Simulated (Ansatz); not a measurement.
SnC (zinc blende, F-43m), plane-wave PAW PBE (Ansatz code), all energies at zero smearing, with the estimated change up to a 700 eV cutoff added, with one set of potentials and settings (totals compare only within such a set). Cell of 2 atoms (1 Sn, 1 C): -6273.594 eV.

| element | reference phase | E (eV/atom) |
|---|---|---|
| Sn | Fd-3m, 2 atoms in the cell | -6024.2887 |
| C | P6_3/mmc, 4 atoms in the cell | -250.9463 |

Formation energy per atom, worked out: (-6273.594 − 1×(-6024.2887) − 1×(-250.9463))/2 = 0.821 eV/atom (79 kJ per mol of atoms), at 0 K, without zero-point energy or fitted corrections.

The start of the workflow was typed in or built on a structure type; neither database checked (COD, Materials Project) lists it. Whether it is the stable phase at ambient conditions was not checked. The PBE relaxation kept the symmetry of its start; whether a distortion lowers the energy is not shown. Its formation energy is positive at this level, so the cell may be metastable or incomplete. The references are the lowest solids computed at this level, not always the standard phases. Spin–orbit coupling is left out wherever it is not named.

Potentials: the earlier of the program's two PAW sets.
